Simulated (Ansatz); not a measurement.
Total density of states per atom from DFT-LDA in the program Ansatz with PAW potentials, in 0.25 eV bins, energy from the valence-band maximum:

| E (eV) | states/eV/atom |
|---|---|
| -7.85 | 0.00 |
| -7.60 | 0.00 |
| -7.35 | 0.00 |
| -7.10 | 0.00 |
| -6.85 | 0.04 |
| -6.60 | 0.22 |
| -6.35 | 0.88 |
| -6.10 | 0.88 |
| -5.85 | 0.67 |
| -5.60 | 0.43 |
| -5.35 | 0.51 |
| -5.10 | 0.52 |
| -4.85 | 0.95 |
| -4.60 | 1.49 |
| -4.35 | 1.65 |
| -4.10 | 1.55 |
| -3.85 | 0.73 |
| -3.60 | 0.68 |
| -3.35 | 1.43 |
| -3.10 | 1.59 |
| -2.85 | 2.99 |
| -2.60 | 3.29 |
| -2.35 | 2.98 |
| -2.10 | 2.51 |
| -1.85 | 1.81 |
| -1.60 | 1.51 |
| -1.35 | 1.36 |
| -1.10 | 0.58 |
| -0.85 | 0.41 |
| -0.60 | 0.24 |
| -0.35 | 0.10 |
| -0.10 | 0.02 |
| 0.15 | 0.00 |
| 0.40 | 0.00 |
| 0.65 | 0.00 |
| 0.90 | 0.00 |
| 1.15 | 0.02 |
| 1.40 | 0.07 |
| 1.65 | 0.16 |
| 1.90 | 0.31 |
| 2.15 | 0.75 |
| 2.40 | 0.77 |
| 2.65 | 0.64 |
| 2.90 | 0.65 |
| 3.15 | 0.51 |
| 3.40 | 0.53 |
| 3.65 | 0.70 |
| 3.90 | 0.77 |
| 4.15 | 0.64 |
| 4.40 | 0.57 |
| 4.65 | 0.53 |
| 4.90 | 0.56 |
| 5.15 | 0.50 |
| 5.40 | 0.46 |
| 5.65 | 0.44 |

### Question
Which of these materials gives this?
A. CuAu, L1₀ or tetragonal B2
B. ZrPt, Cmcm (Zr on 4c, Pt on 4c)
C. CuI, Cmcm (Cu on 4c, I on 4c)
D. ZrCu, CsCl type

### Answer
C, CuI, Cmcm (Cu on 4c, I on 4c). Top 1 eV of the valence band: I 5p 49 %, Cu 3d 48 %. Bottom 1 eV of the conduction band: Cu 4s 36 %, I 5p 20 %, I 5s 7 %, outside the projected shells 35 %. Projections are on Löwdin-orthogonalised atomic valence shells; empty p or d shells of many metals are not among them.

The workflow started from a Materials Project entry (that database holds measured and hypothetical structures alike); the Crystallography Open Database copy checked does not list it. It is not the phase usual at ambient conditions (space group No. 216). Symmetry was held in the LDA relaxation; phonons show weakly imaginary modes. The run is not spin-polarised. A crystal of weakly bound chains computed without a dispersion correction: the cell and the soft elastic constants depend strongly on that. Scalar-relativistic: spin–orbit coupling is off unless named, which matters more the heavier the elements.

Potentials: the later of the program's two PAW sets.
